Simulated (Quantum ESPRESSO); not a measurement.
Computed NMR tensors in GaP

```xyz
2
Lattice="0.0000 2.7252 2.7252 2.7252 0.0000 2.7252 2.7252 2.7252 0.0000" Properties=species:S:1:pos:R:3 pbc="T T T"
Ga     0.0000     0.0000     0.0000
P      1.3626     1.3626     1.3626
```
The cell was made here from an entry of the Crystallography Open Database (unchecked): atoms relaxed with PBE in the measured cell (PBE without dispersion, pw.x of a modified build of Quantum ESPRESSO, symmetry kept).  Stability against distortions was not tested.

Computed: shieldings by PBE GIPAW on JTH datasets (Quantum ESPRESSO), 20 Ha, k-mesh 8×8×8 shifted, f-sum rule met within 0.002 %.

```csv
site,site symmetry,σ_iso (ppm)
Ga (atom 1),-43m,1361
P (atom 2),-43m,372
```

These are absolute shieldings with no macroscopic susceptibility term; δ = σ_ref − σ needs a reference computed alike. By our sweeps, such settings leave a few ppm in absolute σ on light atoms and up to some 20 ppm from Zn on. No d partial waves on P: the paramagnetic term there is incompletely reconstructed.
